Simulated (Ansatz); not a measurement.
GaN (wurtzite, P6_3mc), LDA in the plane-wave PAW code Ansatz. The conduction-band minimum lies at Γ, with 1 equivalent valley. Second derivatives d²E/dk² of the lowest band at one valley (eV·Å²), along Cartesian directions:

| direction | d²E/dk² |
|---|---|
| [100] | 38.75 |
| [010] | 38.75 |
| [001] | 43.15 |
| [110] | 38.75 |
| [101] | 40.96 |
| [011] | 40.96 |

### Question
Find the principal effective masses, the density-of-states mass and the conductivity mass.

### Answer
Off-diagonal terms follow from H_xy = H[110] − (H_xx + H_yy)/2, and m*/mₑ = 7.620 eV·Å² over each eigenvalue: 0.18, 0.20, 0.20. One valley's DOS mass (m₁m₂m₃)^(1/3) = 0.19, conductivity mass 3/(Σ 1/mᵢ) = 0.19 mₑ.

### Question
What effective density of states Nc follows at 300 K for parabolic valleys?

### Answer
Nc = 2.509e19 × 1 × (0.19)^(3/2) ≈ 2.1e18 cm⁻³.

### Question
With the computed static dielectric constant 10.0 (mean of the diagonal), estimate a hydrogenic donor's binding energy and radius.

### Answer
E = 13.606 eV × 0.19/10.0² ≈ 26 meV; a = 0.529 Å × ε/m* ≈ 28 Å. Semilocal masses tend to be too small where the gap is.

The cell was relaxed with LDA under the symmetry of its start; phonons on a q-mesh show no instability. Scalar-relativistic: spin–orbit coupling is off unless named, which matters more the heavier the elements.

Potentials: the earlier of the program's two PAW sets.
